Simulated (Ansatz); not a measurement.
TiTe2, one structure, two calculations

Cell: a measured structure from the Crystallography Open Database (COD).

```
Ti Te
1.0
     3.77700    0.00000    0.00000
    -1.88850    3.27098    0.00000
     0.00000    0.00000    6.49800
Ti Te
1 2
Direct
  0.00000 0.00000 0.00000
  0.66667 0.33333 0.26280
  0.33333 0.66667 0.73720
```

Atoms are numbered from 1 in the order listed; like atoms form one site, named after its first atom.

First run. The numbers come from a DFT calculation in Ansatz (PBE, plane waves and PAW, scalar-relativistic, 420 eV cutoff, Γ-centred 9×9×5 k-points, Fermi–Dirac smearing 0.02 eV).

```tsv
site	atom	V_zz (10²¹ V/m²)	η
Ti	1	-2.84	0.00
Te	2	-5.76	0.00
```

Second run. The same atoms and settings, except that the mesh is 10×10×5 and the Fermi–Dirac smearing is 0.05 eV.

(1) Given the first result, estimate the second.

Results:

(1) 

| site | atom | V_zz | η | change of V_zz |
| --- | --- | --- | --- | --- |
| Ti | 1 | -2.89 | 0.00 | -0.05 |
| Te | 2 | -5.97 | 0.00 | -0.21 |

The largest change of V_zz is on Te, from -5.76 to -5.97. In per cent, |V_zz| changes by +2 on Ti, +4 on Te (all sites that start above 2).

Without spin–orbit coupling the gradients at and beside Te can be off by some per cent, at some sites by more.
